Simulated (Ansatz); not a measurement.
GaN (started from an entry of an open crystallographic database), relaxed with r2SCAN, was run in Ansatz under altered settings. All numbers are computed, without spin polarisation but where a row says otherwise.

```
Ga N
1.0
     3.18315    0.00000    0.00000
    -1.59157    2.75669    0.00000
     0.00000    0.00000    5.18363
Ga N
2 2
Direct
  0.33333 0.66667 0.99911
  0.66667 0.33333 0.49911
  0.33333 0.66667 0.37589
  0.66667 0.33333 0.87589
```

The base run's other keys:
```yaml
kpoints:
  mp_grid: { grid: [6, 6, 2] }
hamiltonian:
  xc: hse06
scf:
  occupations: { method: fixed }
  n_extra_bands: 5
```

It takes 14 iterations with 893 plane waves at 420 eV and 14 k points, and leaves a mean stress of -0.08 GPa. The gap over this mesh is 3.202 eV. It ran on 4 threads of Arm Neoverse N1 (shared host).

Outcomes, with energy and stress as changes against the base:
```csv
setting,outcome,ΔF (meV/atom),Δ mean stress (GPa),gap on the mesh (eV),iterations,wall time
"PBE hybrid, exx coeff 1.0, omega 0.2078 1/Å",converged,–,-15.3,7.601,25,25 s
"PBE hybrid, exx coeff 0.05, unscreened",converged,–,+4.9,2.313,10,14 s
basis.xc_grid: 3,converged,0.0,0.0,3.202,14,18 s
basis.ecutwfc: 600,converged,-4.3,0.0,3.204,15,30 s
```
A dash marks a value that wasn't obtained or can't be compared. Stress is positive in compression. The base took 20 s. The base's mesh is coarse for a hybrid, so its own values aren't converged.

- PBE hybrid, exx coeff 1.0, omega 0.2078 1/Å. That is 100 % exact exchange, screened with ω = 0.2078 1/Å, against HSE06's 25 % screened at 0.208 1/Å. The mean stress moves by -15.3 GPa and the gap on the mesh by +4.399 eV (to 7.601). Totals of different functionals aren't comparable. The program warns that on this mesh the truncation of the exchange isn't bounded, so part of the change can be an error of the mesh.
- PBE hybrid, exx coeff 0.05, unscreened. That is 5 % exact exchange, at all ranges, against HSE06's 25 % screened at 0.208 1/Å. The mean stress moves by +4.9 GPa and the gap on the mesh by -0.889 eV (to 2.313). Totals of different functionals aren't comparable.
- basis.ecutwfc: 600. 1521 plane waves in place of 893. The free energy moves by -4.3 meV an atom, the mean stress by 0.0 GPa and the gap on the mesh by +0.002 eV (to 3.204). The base cutoff was converged to that degree.

Within 1 meV an atom, 0.1 GPa and 0.005 eV of the base stay: basis.xc_grid: 3.

The stress of a hybrid is loosely converged in these runs.

The meshes of the hybrids are coarse, so their gaps aren't converged to the digits shown.
